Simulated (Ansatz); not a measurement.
The elements of this relaxed trial crystal are hidden behind letters.

```
lattice vectors (Å)
   7.4770   -1.5785    0.0000
   7.4770    1.5785    0.0000
  -0.2682    0.0000    4.8229
fractional positions
X 0.9381 0.0619 0.5000
Z 0.3511 0.3373 0.9779
Z 0.6627 0.6489 0.0221
Q 0.4498 0.4309 0.6782
Q 0.7816 0.7664 0.7865
Q 0.0999 0.0860 0.8044
Q 0.9140 0.9001 0.1956
Q 0.2336 0.2184 0.2135
Q 0.5691 0.5502 0.3218
```

Method: Ansatz 0.2.0, DFT PBE, scalar-relativistic, plane waves, PAW. Plane waves to 420 eV, a 10×10×6 mesh through Γ for the 9-atom cell and 0.02 eV Gaussian smearing; no spin polarisation.

* Space group: C2 (No. 5)
* Conventional cell: a = 14.954 Å, b = 3.157 Å, c = 4.830 Å, β = 93.2°
* Volume per atom: 12.65 Å³
* Density: 5.56 g/cm³
* Formation energy: −2.020 eV/atom
* Gap on the 10×10×6 mesh of the 9-atom cell: 2.19 eV

Energies are uncorrected and count from the elements' standard states at the same level.

Problem. X is a d-block element of period 4, Z is a p-block element of period 5 and Q is a p-block element of period 2. Which elements are they?

Solution. X = Ti, Z = Sn, Q = O, so the formula is TiSn2O6. Density times volume gives a mean mass of 5.56 × 12.65/1.6605 = 42.4 u per atom, and this set has 42.4 u. Ti has 2 O at 1.86 Å, 2 O at 1.98 Å and 2 O at 2.21 Å; Sn is surrounded by 6 O at 2.08–2.15 Å; O on its first site is surrounded by 1 Ti at 1.86 Å, 1 Sn at 2.10 Å and 1 Ti at 2.21 Å; 2 more sites not described. Other sets within the hints have nearly the same mass, so mass alone doesn't settle it; this one was computed.

Kohn–Sham gaps at this level usually fall short of measured ones. A structure relaxed within its symmetry needn't be a true minimum.
